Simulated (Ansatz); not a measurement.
Ansatz input

```yaml
crystal:
  lattice:
    - [0.0, 3.2740428447, 3.2740428447]
    - [3.2740428447, 0.0, 3.2740428447]
    - [3.2740428447, 3.2740428447, 0.0]
  atoms:
    - { symbol: Zr, position: [0.125, 0.125, 0.125] }
    - { symbol: Zr, position: [0.875, 0.875, 0.875] }
hamiltonian:
  xc: blyp
  pseudopotentials:
    kind: paw
    azcp:
      Zr: "pseudopotentials/Zr.paw.azcp"
basis:
  ecutwfc: 420
  fft_grid_basis: typed
kpoints:
  mp_grid: { grid: [14, 14, 14], shift: [0, 0, 0] }
magnetization:
  spin_polarized: false
scf:
  occupations: { method: fermi_dirac, width: 0.1 }
output:
  stress: true
  write_density: true
  write_potential: true
  elf: true
  volumetric_format: npy
```

Output

```
Engine: ansatz 0.2.0, aarch64-unknown-linux-gnu
Pseudopotentials: kind: paw
Pseudopotential: Zr, paw, valence charge 12, recommended cutoff 420 eV (normal) 
Functional definition: BLYP
  parameter beta = 0.0042
  parameter a = 0.04918
  parameter b = 0.132
  parameter c = 0.2533
  parameter d = 0.349
  exchange = b88_x(beta = beta)
  correlation = lyp_c(a = a, b = b, c = c, d = d)
Crystal: 2 atoms, lattice volume = 70.191 Å³
Basis set: ecut = 420 eV, 1363 PW (Γ), exchange–correlation on 64×64×64 points (8 copies of the dense FFT grid, shifted against one another)
Bands: 16, of which v1, the nominal top of the filled ones, is band 12 counted from 1 (11 counted from 0)
Symmetry: 48 space group operations
Space group: Fd-3m (ITA 227), of the structure as read, at distance tolerance 4.1e-5 Å
k-points: 104 of 2744
Non-local potential: Zr, projectors of the file, l = 0: 3, l = 1: 2, l = 2: 2, l = 3: 2
PAW form: soft (Blöchl's): semilocal exchange-correlation on the pseudo side does not see the compensation charge
PAW frozen core: Zr, regenerated for the run's functional, and the local potential with it (the file was generated under x = pbe(κ = 0.804, μ = 0.2195149727645171), c = pbe(β = 0.06672455060314922))
PAW one-centre angular grid: Zr, 590 points (default); XC on 64 Gauss nodes
Initial density: superposition of atomic densities (neutral atoms: chi_scale 0, normalization atom), corrected by the library's trained network
Initial wavefunctions: pseudopotential atomic-orbital guess
Functional: x = b88, c = lyp
SCF iter   1: F=—  HF=-8388.992324 eV  |F-HF|=—  |Δ(HF+E_count)|=         —  Δρ=6.41e-3  dr2=3.07e-2  ethr=1.77e-3  ⟨swp⟩=4.4  Hψ=7074  notcnv=0
SCF iter   2: F=—  HF=-8388.993847 eV  |F-HF|=—  |Δ(HF+E_count)|=   1.52e-3  Δρ=3.93e-3  dr2=1.07e-2  ethr=1.28e-4  ⟨swp⟩=1.0  Hψ=2496  notcnv=0
SCF iter   3: F=—  HF=-8388.996971 eV  |F-HF|=—  |Δ(HF+E_count)|=   3.12e-3  Δρ=9.32e-4  dr2=5.26e-4  ethr=4.44e-5  ⟨swp⟩=2.0  Hψ=2128  notcnv=0
SCF iter   4: F=—  HF=-8388.997434 eV  |F-HF|=—  |Δ(HF+E_count)|=   4.63e-4  Δρ=1.84e-4  dr2=2.88e-5  ethr=2.19e-6  ⟨swp⟩=2.0  Hψ=2123  notcnv=0
SCF iter   5: F=—  HF=-8388.997481 eV  |F-HF|=—  |Δ(HF+E_count)|=   4.73e-5  Δρ=6.29e-5  dr2=3.73e-6  ethr=1.20e-7  ⟨swp⟩=2.0  Hψ=2076  notcnv=0
SCF iter   6: F=—  HF=-8388.997489 eV  |F-HF|=—  |Δ(HF+E_count)|=   7.51e-6  Δρ=1.14e-5  dr2=1.30e-7  ethr=1.56e-8  ⟨swp⟩=2.0  Hψ=2187  notcnv=0
SCF iter   7: F=-8388.997489 eV  HF=-8388.997489 eV  |F-HF|=2.09e-8  |Δ(HF+E_count)|=   2.39e-7  Δρ=2.57e-6  dr2=3.28e-9  ethr=4.17e-10  ⟨swp⟩=8.1  Hψ=10495  notcnv=0
SCF 1 converged in 7 iterations: F = -8388.997489 eV  dr2 = 3.28e-9
SCF converged after 7 iterations
Free energy (F): -8388.997489 eV
Harris-Foulkes:  -8388.997489 eV  (|F-HF|=2.09e-8)
Internal energy: -8388.802418 eV  (E = F + TS)
E sigma→0 (E₀):  -8388.899953 eV
Entropy (-TS):   -0.195071 eV (-97.536 meV/atom)
Fermi energy:    8.387187 eV
--- Per-component energies (eV) ---
  E_band       = -322.984022
  E_kinetic    = 664.291475
  E_local      = -1897.157110  (includes V_loc(G=0)·N_el)
  E_nonlocal   = 167.727468
  E_hartree    = 637.305129
  E_xc         = -314.302552
  E_vxc        = -369.659916  (∫ρ·V_xc dr)
  E_paw        = -5941.018775  (= ΣΔE_a)
  E_vpaw       = -162.796244  (= ΣTr[D̂ρ^β])
  E_aug_tail   = 0.000057  (compensation charges beyond the density's cutoff)
  E_ewald      = -1705.809904
  E_core_change = 0.161795  (= ΣΔE_core)
  E_smearing   = -0.195071  (= −TS)
  E_closure    = 0.000000  (closes the sum)
  Σ components = -8388.997489   (vs F -8388.997489, Δ=0.00e0)
--- Stress (GPa, compression-positive) ---
       -0.962678       0.000000      -0.000000
        0.000000      -0.962678       0.000000
        0.000000       0.000000      -0.962678
  P = ⅓ Tr σ = -0.9627 GPa (-9.627 kbar)
--- Band table (eV; the first three rows and the last of 104) ---
  k-point 0: bands = ["-40.5217", "-40.1559", "-18.7859", "-18.7859", "-18.7859", "-18.0713", "-18.0713", "-18.0713", "4.6049", "7.7921", "7.7921", "8.3871", "8.3871", "8.3871", "10.2395", "10.2395"]
  k-point 1: bands = ["-40.5183", "-40.1594", "-18.7904", "-18.7904", "-18.7855", "-18.0721", "-18.0665", "-18.0665", "4.6732", "7.7493", "7.7493", "8.3804", "8.4627", "8.4627", "10.1260", "10.2286"]
  k-point 2: bands = ["-40.5086", "-40.1696", "-18.8027", "-18.8027", "-18.7845", "-18.0741", "-18.0534", "-18.0534", "4.8734", "7.6777", "7.6777", "8.3658", "8.6125", "8.6125", "9.8213", "10.2185"]
  k-point 103: bands = ["-40.3408", "-40.3408", "-18.9528", "-18.9528", "-18.4319", "-18.4319", "-17.8979", "-17.8979", "7.0092", "7.0092", "8.1557", "8.1557", "9.0811", "9.0811", "9.4389", "9.4389"]
```
